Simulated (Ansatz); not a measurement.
The relaxed structure here is a generated cell of Zr: the first start was made by placing the elements on the sites of a structure type, and the end was not matched to a known phase here, so it may be hypothetical. Known forms of Zr include space group No. 194.

A relaxed cell of Zr (R-3m (No. 166)), relaxed on a k-mesh at least as fine as the one used below. Computed with PBE (plane waves to 420 eV, PAW, scalar-relativistic; Ansatz, a first-principles code). Γ-centred k-mesh 6×12×12 on the run's cell (coarser than for final values), Fermi–Dirac smearing 0.05 eV.

```
CELL_PARAMETERS angstrom
      3.22421     1.86150    15.59805
     -1.61210     0.93075     7.79903
      0.00000    -1.86150     7.79903
ATOMIC_POSITIONS crystal
  Zr 0.00000 0.00000 0.00000
  Zr 0.50000 0.00000 0.00000
  Zr 0.11142 0.22283 0.22283
  Zr 0.61142 0.22283 0.22283
  Zr 0.38858 0.77717 0.77717
  Zr 0.88858 0.77717 0.77717
```

The atoms are displaced by (Å):

| atom | ux | uy | uz |
|---|---|---|---|
| Zr1 | 0.042 | -0.057 | 0.021 |
| Zr2 | 0.033 | -0.056 | -0.078 |
| Zr3 | -0.241 | 0.041 | 0.017 |
| Zr4 | 0.106 | 0.257 | -0.062 |
| Zr5 | 0.067 | 0.076 | -0.057 |
| Zr6 | 0.071 | 0.004 | 0.064 |

Question: What forces (eV/Å) and pressure result?

Answer: 
```csv
atom,Fx,Fy,Fz
Zr1,-0.09,-0.03,0.21
Zr2,-0.06,0.22,0.01
Zr3,1.76,0.96,0.11
Zr4,-1.58,-1.04,0.20
Zr5,-0.04,-0.23,0.10
Zr6,0.00,0.12,-0.65
```

Pressure +1.1 GPa.

Question: Estimate the energy cost of the displacement in the harmonic approximation and compare with the calculation.

Answer: For a harmonic well ΔE = −½ Σ F·u = 0.455 eV a cell, or 76 meV/atom. The calculated energy relative to the undisplaced cell is +0.07 eV/atom, so the harmonic estimate holds well.

No spin polarisation in the result.

The run that gave the undisplaced cell could not lose the symmetry of its start; a randomly shaken copy of 6 atoms returns to this structure.
